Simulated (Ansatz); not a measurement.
Relaxing Si$_{32}$Au

These are results of Ansatz 0.2.0, DFT LDA, scalar-relativistic, plane waves, PAW, not measurements. Run with 420 eV cutoff, 2×2×2 k-mesh, shifted by half a step, Gaussian smearing of 0.02 eV, no spin polarisation.

What was changed: Au interstitial, charge +1, atoms relaxed.

Spin–orbit coupling is left out, which can shift energies with elements as heavy as these.

In a supercell of 33 atoms the defect feels its periodic images.

Spin polarisation was left out.

Command:

```bash
ansatz run input.yaml --threads 8 --pin off --max-ram 20480MiB --backend cpu --events-out ev --progress --plain --runs-dir out
```

Input:

```yaml
crystal:
  lattice:
    - [-5.4019422754, -5.4019422754, 5.4019422754]
    - [5.4019422754, -5.4019422754, -5.4019422754]
    - [5.4019422754, 5.4019422754, 5.4019422754]
  atoms:
    - { symbol: Si, position: [0.25, 0.75, 0.75] }
    - { symbol: Si, position: [0.0, 0.75, 0.0] }
    - { symbol: Si, position: [0.5, 0.5, 0.75] }
    - { symbol: Si, position: [0.25, 0.5, 0.0] }
    - { symbol: Si, position: [0.0, 0.5, 0.25] }
    - { symbol: Si, position: [0.75, 0.75, 0.25] }
    - { symbol: Si, position: [0.5, 0.75, 0.5] }
    - { symbol: Si, position: [0.0, 0.0, 0.75] }
    - { symbol: Si, position: [0.75, 0.25, 0.75] }
    - { symbol: Si, position: [0.5, 0.25, 0.0] }
    - { symbol: Si, position: [0.25, 0.25, 0.25] }
    - { symbol: Si, position: [0.0, 0.25, 0.5] }
    - { symbol: Si, position: [0.75, 0.5, 0.5] }
    - { symbol: Si, position: [0.75, 0.0, 0.0] }
    - { symbol: Si, position: [0.5, 0.0, 0.25] }
    - { symbol: Si, position: [0.25, 0.0, 0.5] }
    - { symbol: Si, position: [0.25, 0.75, 0.5] }
    - { symbol: Si, position: [0.0, 0.75, 0.75] }
    - { symbol: Si, position: [0.5, 0.5, 0.5] }
    - { symbol: Si, position: [0.25, 0.5, 0.75] }
    - { symbol: Si, position: [0.0, 0.5, 0.0] }
    - { symbol: Si, position: [0.75, 0.75, 0.0] }
    - { symbol: Si, position: [0.5, 0.75, 0.25] }
    - { symbol: Si, position: [0.0, 0.0, 0.5] }
    - { symbol: Si, position: [0.75, 0.25, 0.5] }
    - { symbol: Si, position: [0.5, 0.25, 0.75] }
    - { symbol: Si, position: [0.25, 0.25, 0.0] }
    - { symbol: Si, position: [0.0, 0.25, 0.25] }
    - { symbol: Si, position: [0.75, 0.5, 0.25] }
    - { symbol: Si, position: [0.75, 0.0, 0.75] }
    - { symbol: Si, position: [0.5, 0.0, 0.0] }
    - { symbol: Si, position: [0.25, 0.0, 0.25] }
    - { symbol: Au, position: [0.0036931719, 0.0159680571, 0.0127609351] }
total_charge: 1
basis:
  ecutwfc: 420
  xc_grid: 2
kpoints:
  mp_grid: { grid: [2, 2, 2], shift: [0.5, 0.5, 0.5] }
hamiltonian:
  xc: lda
scf:
  occupations: { method: gaussian, width: 0.02 }
output:
  forces: true
  stress: false
  eigenvalues: true
relax:
  adjacent_minimum: "off"
  f_tol: 0.02
  max_steps: 60
```

F is the free energy.

Steps:

```csv
step,F − F(1) (eV),largest force component (eV/Å)
1,0.0000,2.244
2,-0.8529,0.502
3,-0.8986,0.162
4,-0.9050,0.012
5,-0.9050,0.012
```

Relaxed structure:

```yaml
crystal:
  lattice:
    - [-5.40194, -5.40194, 5.40194]
    - [5.40194, -5.40194, -5.40194]
    - [5.40194, 5.40194, 5.40194]
  atoms:
    - { symbol: Si, position: [0.24954, 0.74821, 0.74824] }
    - { symbol: Si, position: [0.00005, 0.73649, 0.00015] }
    - { symbol: Si, position: [0.49865, 0.49877, 0.75084] }
    - { symbol: Si, position: [0.25172, 0.50177, 0.00023] }
    - { symbol: Si, position: [0.00007, 0.50177, 0.25186] }
    - { symbol: Si, position: [0.74827, 0.74839, 0.24994] }
    - { symbol: Si, position: [0.49864, 0.75087, 0.49877] }
    - { symbol: Si, position: [0.00005, 0.00005, 0.73557] }
    - { symbol: Si, position: [0.74842, 0.25012, 0.74858] }
    - { symbol: Si, position: [0.50150, 0.25223, 0.00020] }
    - { symbol: Si, position: [0.26608, 0.26600, 0.26616] }
    - { symbol: Si, position: [0.00007, 0.25206, 0.50173] }
    - { symbol: Si, position: [0.75068, 0.49876, 0.49879] }
    - { symbol: Si, position: [0.73441, 0.00002, 0.00016] }
    - { symbol: Si, position: [0.50150, 0.00018, 0.25219] }
    - { symbol: Si, position: [0.25187, 0.00019, 0.50174] }
    - { symbol: Si, position: [0.25000, 0.75017, 0.50016] }
    - { symbol: Si, position: [0.00009, 0.74622, 0.74600] }
    - { symbol: Si, position: [0.51221, 0.51242, 0.51237] }
    - { symbol: Si, position: [0.25005, 0.50017, 0.75026] }
    - { symbol: Si, position: [0.00007, 0.48985, 0.00023] }
    - { symbol: Si, position: [0.74564, 0.74628, 0.00030] }
    - { symbol: Si, position: [0.50005, 0.75017, 0.25015] }
    - { symbol: Si, position: [0.00007, 0.00028, 0.48916] }
    - { symbol: Si, position: [0.75007, 0.25017, 0.50025] }
    - { symbol: Si, position: [0.50008, 0.25017, 0.75018] }
    - { symbol: Si, position: [0.25453, 0.25478, 0.00065] }
    - { symbol: Si, position: [0.00021, 0.25473, 0.25469] }
    - { symbol: Si, position: [0.75013, 0.50022, 0.25021] }
    - { symbol: Si, position: [0.74569, 0.00033, 0.74615] }
    - { symbol: Si, position: [0.48822, 0.00028, 0.00024] }
    - { symbol: Si, position: [0.25459, 0.00082, 0.25480] }
    - { symbol: Au, position: [0.00044, 0.00302, 0.00180] }
```

The run converged. The run took 20 s on 8 threads of Intel(R) Xeon(R) Platinum 8259CL CPU @ 2.50GHz (Skylake/Cascade Lake), on a shared host, peak memory 1.6 GiB.